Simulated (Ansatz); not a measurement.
# Trial structures of ZnCd2Te3: starts and ends

Computed with DFT PBE, scalar-relativistic, plane waves, PAW in Ansatz 0.2.0. Settings: cutoff 420 eV, Γ-centred meshes spaced at most about 0.3 Å⁻¹, and about 0.25 Å⁻¹ or finer for metals (2π included), Gaussian smearing. No spin polarisation in the final relaxations.

Each guess was relaxed in cell and atoms at zero pressure, within the symmetry of its start. Temperature and zero-point effects are left out. Coordination counts Te atoms around Cd and Zn (those within 1.25 times the shortest such distance or 1.15 times the sum of covalent radii, 1.27 where that leaves under three; the shortest distance is added where it exceeds 1.18 times the sum of covalent radii).

```tsv
guess	made from	start group	V start (Å³/atom)	end group	V end (Å³/atom)	coordination at the end	gap on mesh (eV)	E over the lowest end (meV/atom)
1	Sm2GeRu3 type	R-3m	26.9	R-3m	28.9	Zn 6, Cd 3	0	0
2	random cell	P4/mmm	28.7	P4/mmm	50.4	Zn 2, Cd 4 from 3.7 Å	0	336
3	random cell	P6/mmm	30.1	P6/mmm	38.3	Zn 2, Cd 6 from 3.9 Å	0	236
4	random cell	P6/mmm	27.8	?	?	?	?	?
5	random cell	P4/mmm	27.7	P4/mmm	32.7	Zn 4, Cd 4	0	10
```

Guess 4 as it starts:

```xyz
6
Lattice="4.4699 0.0000 0.0000 -2.2349 3.8710 0.0000 0.0000 0.0000 9.6483" Properties=species:S:1:pos:R:3 pbc="T T T"
Zn    0.0000    0.0000    4.8242
Cd    0.0000    2.5807    4.8242
Cd    2.2349    1.2903    4.8242
Te    0.0000    0.0000    0.0000
Te    0.0000    2.5807    0.0000
Te    2.2349    1.2903    0.0000
```

**Question.** Fill in the missing row: what does this guess relax into, and where does it rank?

**Answer.** It ends in space group P6/mmm (No. 191), with a = 5.496 Å, c = 6.335 Å, 27.6 Å³/atom and no gap. It lies 101 meV/atom over the lowest end, above guess 5 and below guess 3. Counting Te atoms around Cd and Zn, this end has Zn 2 from 3.2 Å, Cd 2 and the lowest (guess 1) has Zn 6, Cd 3.

```xyz
6
Lattice="5.4961 0.0000 0.0000 -2.7480 4.7597 0.0000 0.0000 0.0000 6.3350" Properties=species:S:1:pos:R:3 pbc="T T T"
Zn    0.0000    0.0000    3.1675
Cd    0.0000    3.1732    3.1675
Cd    2.7480    1.5866    3.1675
Te    0.0000    0.0000    0.0000
Te    0.0000    3.1732    0.0000
Te    2.7480    1.5866    0.0000
```

Energies over the elements count from the elements' standard structures at the same level, with no fitted energy shifts.

**Question.** Is the lowest end bound against the elements?

**Answer.** No: its formation energy is +0.05 eV/atom. It can't be a ground state, since the elements alone are lower.

The k mesh leaves some 4 meV/atom of noise in the energy of each metallic cell. These runs have no spin–orbit coupling, which can matter for Te. The reference form of Te is held partly by dispersion forces, which this level lacks. Cells relaxed within their symmetry can be saddle points. A lower structure may well exist outside this small set. Some types were kept out of the candidates beforehand, so the set may lack a known form.
